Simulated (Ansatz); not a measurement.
# Computed properties of CsCaH3

CsCaH3:
Space group Pm-3m (No. 221); a = 4.4681 Å, b = 4.4681 Å, c = 4.4681 Å, α = 90.00°, β = 90.00°, γ = 90.00°

```
atom  site  symmetry       x       y       z
----  ----  --------  ------  ------  ------
Cs      1a      m-3m  0.0000  0.0000  0.0000
Ca      1b      m-3m  0.5000  0.5000  0.5000
H       3c    4/mm.m  0.0000  0.5000  0.5000
```

Space group Pm-3m (No. 221), cubic perovskite; conventional cell a = b = c = 4.4681 Å, α = β = γ = 90.00°.

Method: DFT-LDA in the program Ansatz with PAW potentials. Structure relaxed to zero pressure with the same functional. Other levels are named where they apply.

Cell and energy:

```
Property                                                             Value
-----------------------------------------------------  -------------------
Volume per atom                                                   17.84 Å³
Density                                                         3.28 g/cm³
Formation energy from the elements (no fitted shifts)  -49 kJ/mol of atoms
```

Electronic structure:

```
Item                                                      Value
-----------------------  --------------------------------------
Band gap                                       2.67 eV (direct)
Valence-band maximum                                       at M
Conduction-band minimum             at M (3 equivalent valleys)
Electron effective mass  0.41, 0.41, 0.43 mₑ (principal values)
```

Mechanics:

```
Quantity                                                                      Result
--------------------------------------------  --------------------------------------
Bulk modulus (Birch–Murnaghan fit)                                          28.3 GPa
Pressure derivative B′                                                           3.7
Elastic constants (relaxed ions, GPa)             C11 = 61.8, C12 = 11.6, C44 = 21.0
Mechanical stability                          stable (all eigenvalues of C positive)
Hill bulk and shear moduli                                         28.3 and 22.6 GPa
Young's modulus                                                             53.5 GPa
Poisson's ratio                                                                 0.19
Debye temperature from the elastic constants                                   330 K
```

Dielectric response:

```
Quantity                                                                         Result
--------------------------------------------------------  -----------------------------
Electronic dielectric constant ε∞ (DFPT)                                           3.84
Static dielectric constant ε0 (ions relaxed, cell fixed)                           9.78
Born charges (a third of the trace)                       Cs +1.09, Ca +1.92, H -1.01 e
```

Phonons:

```
Quantity                                                                  Result
--------------------------------------------------  ----------------------------
Highest zone-centre frequency (without LO–TO term)                     1111 cm⁻¹
Zone-centre stability                                     no imaginary mode at Γ
Dynamical stability on the path                     stable (no imaginary branch)
Zero-point energy                                                  90.1 meV/atom
Vibrational entropy at 300 K                             21.2 J/(K·mol of atoms)
```

The workflow started from a Materials Project entry (that database holds measured and hypothetical structures alike); the Crystallography Open Database copy checked does not list it. Whether it is the stable phase at ambient conditions was not checked. Symmetry was held in the LDA relaxation. The references are the lowest solids computed at this level, not always the standard phases (solids in place of the gases). Spin–orbit coupling is left out wherever it is not named.

Potentials: the later of the program's two PAW sets.
